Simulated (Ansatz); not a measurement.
Values for one crystal, relaxed and computed with DFT-LDA in the program Ansatz with PAW potentials; other levels are named.

| Quantity | Result |
|---|---|
| Volume per atom | 32.91 Å³ |
| Band gap | 0.61 eV (direct) |
| Elastic constants (relaxed ions, GPa) | C11 = 58.5, C12 = 40.0, C44 = 21.6 |
| Formation energy from the elements (no fitted shifts) | -0.36 eV/atom |
| Poisson's ratio | 0.35 |
| Valence-band maximum | at Γ |
| Debye temperature from the elastic constants | 166 K |

Task: Which compound is it?
A. ZnSe, zinc blende
B. InP, zinc blende
C. AlAs, zinc blende
D. CdTe, zinc blende

Result: D, CdTe, zinc blende

Space group F-43m (zinc blende). Symmetry was held in the LDA relaxation. The references are the lowest solids computed at this level, not always the standard phases. Scalar-relativistic: spin–orbit coupling is off unless named, which matters more the heavier the elements.

Potentials: the earlier of the program's two PAW sets. The files were generated under PBE; for other functionals the program regenerates the frozen cores, and for LDA and PBEsol the local potential too.
